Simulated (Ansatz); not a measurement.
Relaxed-ion elastic tensor of NaF (rock salt, Fm-3m) in GPa (Voigt order), plane-wave PAW LDA (Ansatz code); density 3.05 g/cm³, 11.41 Å³ per atom.

```json
[
 {"": "1", "1": "133", "2": "24.9", "3": "24.9", "4": "0.0", "5": "0.0", "6": "0.0"},
 {"": "2", "1": "24.9", "2": "133", "3": "24.9", "4": "0.0", "5": "0.0", "6": "0.0"},
 {"": "3", "1": "24.9", "2": "24.9", "3": "133", "4": "0.0", "5": "0.0", "6": "0.0"},
 {"": "4", "1": "0.0", "2": "0.0", "3": "0.0", "4": "29.1", "5": "0.0", "6": "0.0"},
 {"": "5", "1": "0.0", "2": "0.0", "3": "0.0", "4": "0.0", "5": "29.1", "6": "0.0"},
 {"": "6", "1": "0.0", "2": "0.0", "3": "0.0", "4": "0.0", "5": "0.0", "6": "29.1"}
]
```

Question: Is the crystal mechanically stable?

Answer: Yes: the smallest eigenvalue of C is 29.1 GPa.

Question: Work out the Voigt, Reuss and Hill averages.

Answer: K_V = 61.1, K_R = 61.1, K_H = 61.1; G_V = 39.2, G_R = 35.7, G_H = 37.4 GPa.

Question: Give Young's modulus, Poisson's ratio, Pugh's ratio and the universal anisotropy index.

Answer: E = 9KG/(3K + G) = 93.3 GPa; ν = 0.25; K/G = 1.63 (brittle by the Pugh limit of 1.75); A_U = 5G_V/G_R + K_V/K_R − 6 = 0.48.

Question: Estimate the sound speeds and the Debye temperature.

Answer: v_l = √((K + 4G/3)/ρ) = 6030 m/s, v_t = √(G/ρ) = 3500 m/s, mean 3890 m/s; Θ = (h/k)(3n/4πV)^(1/3) v_m = 514 K.

Question: Give the Zener ratio and Young's modulus along [100], [110] and [111].

Answer: A = 2C44/(C11 − C12) = 0.54; 1/E = S11 − 2(S11 − S12 − S44/2)Γ with Γ = 0, 1/4, 1/3 gives 126, 83.7, 75.3 GPa.

Question: Solve the Christoffel equation for the three sound speeds along [100], [110], [111].

Answer: Eigenvalues of C_ijkl n_j n_l equal ρv². In km/s, slowest first: [100] 3.09, 3.09, 6.61; [110] 3.09, 4.21, 5.95; [111] 3.88, 3.88, 5.72.

The LDA relaxation kept the symmetry of its start; phonons on a q-mesh show no instability.

Potentials: the later of the program's two PAW sets.
